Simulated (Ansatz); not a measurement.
Given:

Bi:
```
Bi
1.0
    2.26696     1.30883     4.12467
   -2.26696     1.30883     4.12467
    0.00000    -2.61766     4.12467
Bi
2
Direct
  0.23160   0.23160   0.23160
  0.76840   0.76840   0.76840
```

This is the r²SCAN-relaxed structure. Cartesian axes are those of the cell as given.

Task: All from plane-wave PAW r²SCAN (Ansatz code), unless another level is named. Estimate the Young's modulus.

Result: 33.6 GPa.

Task: And the highest zone-centre frequency?

Result: 114 cm^-1.

Task: And the elastic constants (relaxed ions, GPa)?

Result: C11 = 69.7, C12 = 25.6, C13 = 19.9, C14 = -6.9, C33 = 25.4, C44 = 10.5.

Space group R-3m (A7 (α-As type)). The r²SCAN relaxation kept the symmetry of its start; of distortions, only those at the zone centre were tested. As this level gives no gap, shear constants depend on the k-mesh and smearing (Fermi–Dirac, 0.1 eV here). As this level gives no gap, phonon frequencies hold no LO–TO term and depend on the k-mesh and smearing (Fermi–Dirac, 0.1 eV here). Spin–orbit coupling is left out wherever it is not named.

Potentials: the later of the program's two PAW sets.
